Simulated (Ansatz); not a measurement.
Relaxed-ion elastic tensor of BaTe (rock salt, Fm-3m) in GPa (Voigt order), DFT-r²SCAN in the program Ansatz with PAW potentials; density 4.99 g/cm³, 44.05 Å³ per atom.

```json
[
 {"": "1", "1": "72.7", "2": "9.6", "3": "9.6", "4": "0.0", "5": "0.0", "6": "0.0"},
 {"": "2", "1": "9.6", "2": "72.7", "3": "9.6", "4": "0.0", "5": "0.0", "6": "0.0"},
 {"": "3", "1": "9.6", "2": "9.6", "3": "72.7", "4": "0.0", "5": "0.0", "6": "0.0"},
 {"": "4", "1": "0.0", "2": "0.0", "3": "0.0", "4": "12.1", "5": "0.0", "6": "0.0"},
 {"": "5", "1": "0.0", "2": "0.0", "3": "0.0", "4": "0.0", "5": "12.1", "6": "0.0"},
 {"": "6", "1": "0.0", "2": "0.0", "3": "0.0", "4": "0.0", "5": "0.0", "6": "12.1"}
]
```

Task: Is the crystal mechanically stable?

Result: Yes: the smallest eigenvalue of C is 12.1 GPa.

Task: Work out the Voigt, Reuss and Hill averages.

Result: K_V = 30.6, K_R = 30.6, K_H = 30.6; G_V = 19.9, G_R = 16.1, G_H = 18.0 GPa.

Task: Give Young's modulus, Poisson's ratio, Pugh's ratio and the universal anisotropy index.

Result: E = 9KG/(3K + G) = 45.1 GPa; ν = 0.25; K/G = 1.70 (near the Pugh limit of 1.75, no verdict); A_U = 5G_V/G_R + K_V/K_R − 6 = 1.19.

Task: Estimate the sound speeds and the Debye temperature.

Result: v_l = √((K + 4G/3)/ρ) = 3310 m/s, v_t = √(G/ρ) = 1900 m/s, mean 2110 m/s; Θ = (h/k)(3n/4πV)^(1/3) v_m = 178 K.

Task: Give the Zener ratio and Young's modulus along [100], [110] and [111].

Result: A = 2C44/(C11 − C12) = 0.38; 1/E = S11 − 2(S11 − S12 − S44/2)Γ with Γ = 0, 1/4, 1/3 gives 70.5, 37.1, 32.1 GPa.

Symmetry was held in the r²SCAN relaxation; of distortions, only those at the zone centre were tested. Spin–orbit coupling is left out wherever it is not named.

Potentials: the later of the program's two PAW sets.
